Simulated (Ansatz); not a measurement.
Compressing Cs₂AgBiBr₆: a fit and a missing row

Cs₂AgBiBr₆, Fm-3m, a = 11.187 Å. The structure is a COD entry; whether it is the stable form wasn't checked. Ansatz: PBEsol, PAW, 420 eV, Γ-centred 4×4×4 mesh on 10 atoms, Gaussian smearing 0.02 eV; no spin polarisation. Shape and atoms are relaxed at each volume; pressure is positive in compression.

```
V (Å³/atom) P (GPa)
     30.804     4.84
     31.854     3.27
     32.904     1.96
     33.954        ?
     35.005     0.00
     36.055    -0.72
     37.105    -1.31
     38.505    -1.92
```

Q: Take V0 = 35.005 Å³/atom, fit the third-order Birch–Murnaghan form to the other rows, and predict the missing pressure.

A: With the Eulerian strain f = ½[(V0/V)^(2/3) − 1] and y = P/[3f(1 + 2f)^(5/2)], the form is the line y = B0 + 1.5 B0 (B0′ − 4) f. Rows (f, y): 0.04448, 29.31; 0.03245, 28.70; 0.02106, 27.98; -0.00976, 25.83; -0.01905, 25.26; -0.03078, 24.37. Means f = 0.006400, y = 26.908; Σ(Δf)² = 0.004635, ΣΔfΔy = 0.3076; the slope is their ratio. y = 26.48 + 66.37 f GPa, so B0 = 26.5 GPa and B0′ = 4 + 2 × (66.37)/(3 × 26.48) = 5.67. At V = 33.954, f = 0.01027, y = 27.162 and P = 0.88 GPa. The run gave 0.89 GPa, so the fit is 0.01 GPa too low, within twice the rms miss on the fitted rows (0.010 GPa).

Spin–orbit coupling is left out, which can shift energies with elements as heavy as these.